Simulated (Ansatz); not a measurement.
Si2Ni (fluorite or antifluorite type), relaxed and computed with several functionals in Ansatz (plane waves, PAW).

| functional | a (Å) | ΔH_f (eV/atom) | B₀ by P(V) fit (GPa) |
|---|---|---|---|
| PBEsol | ___ | ___ | ___ |
| PBE | 5.445 | -0.35 | 143 |
| r²SCAN | 5.384 | -0.35 | 163 |

Complete the blanks.


- PBEsol, a (Å): 5.388
- PBEsol, ΔH_f (eV/atom): -0.45
- PBEsol, B₀ by P(V) fit (GPa): 159

Began spin-polarised and lost the moments: Si2Ni, fluorite or antifluorite type with PBEsol; Si2Ni, fluorite or antifluorite type with PBE; Si2Ni, fluorite or antifluorite type with r²SCAN. All cells were relaxed under the symmetry of their starts (and spin orders); stability against distortions was not tested throughout.

Potentials: the later of the program's two PAW sets.

Ansatz (a first-principles code) is a plane-wave DFT program.

Formation energies count from the lowest solids of the elements computed at the same level, not from gases.
